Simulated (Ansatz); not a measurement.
# Notes on GaCo

```
Co Ga
1.0
     2.91268    0.00000    0.00000
     0.00000    2.91268    0.00000
     0.00000    0.00000    2.91268
Co Ga
1 1
Direct
  0.00000 0.00000 0.00000
  0.50000 0.50000 0.50000
```

Single point in Ansatz 0.2.0 with PBE, no spin polarisation. Cutoff 420 eV, PAW datasets, 11×11×11 Γ-centred k mesh, cold filling (width 0.1834 eV).

- Contacts: Co–Ga at 2.52 Å: least valence density 0.31 e/Å³ and ELF 0.30 there. Co–Co at 2.91 Å: least valence density 0.22 e/Å³ and ELF 0.34 there. Ga–Ga at 2.91 Å: least valence density 0.21 e/Å³ and ELF 0.35 there. Both are smooth PAW fields, read partly inside the augmentation spheres.
- Stress: The pressure is -5.3 GPa (compression positive), so with the atoms held at these fractions the cell would first shrink.
- Charges: Bader charges in e: Ga +0.30, Co -0.30. In the mean Ga gives up most and Co takes most.
- Electronic structure: It is a metal, with about 1.2 states/eV a cell as the mean within 0.25 eV of the Fermi level, mostly Co d (82 %) and Ga p (13 %).
- Formation energy: -0.25 eV an atom against the elements' usual phases (free molecules for gases, crystals otherwise, with no correction for O₂ or N₂), so it is bound against them; other compounds may still compete. Relaxing would lower it.

Origin: a database entry at a rescaled volume. Caveats: no spin polarisation, so a magnetic state may lie lower; wide smearing.
